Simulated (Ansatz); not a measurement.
**ZrRuAs: pressure against volume**

ZrRuAs, P-62m, a = 6.550 Å, c = 3.892 Å. The structure is a Materials Project entry; whether it is the stable form wasn't checked. Ansatz: PBEsol, PAW, 420 eV, Γ-centred 6×6×10 mesh on 9 atoms, Gaussian smearing 0.10 eV; no spin polarisation. Shape and atoms are relaxed at each volume; pressure is positive in compression.

| V (Å³/atom) | P (GPa) |
| --- | --- |
| 15.103 | 14.70 |
| 15.585 | 6.74 |
| 16.067 | 0.00 |
| 16.549 | ? |
| 17.031 | -10.51 |

Q: Take V0 = 16.067 Å³/atom, fit the third-order Birch–Murnaghan form to the other rows, and predict the missing pressure.

A: With the Eulerian strain f = ½[(V0/V)^(2/3) − 1] and y = P/[3f(1 + 2f)^(5/2)], the form is the line y = B0 + 1.5 B0 (B0′ − 4) f. Rows (f, y): 0.02106, 209.9; 0.01026, 208.1; -0.01905, 202.7. Means f = 0.004090, y = 206.90; Σ(Δf)² = 0.0008615, ΣΔfΔy = 0.1555; the slope is their ratio. y = 206.2 + 180.5 f GPa, so B0 = 206.2 GPa and B0′ = 4 + 2 × (180.5)/(3 × 206.2) = 4.58. At V = 16.549, f = -0.00976, y = 204.44 and P = -5.70 GPa. The run gave -5.70 GPa, the same to the digits shown.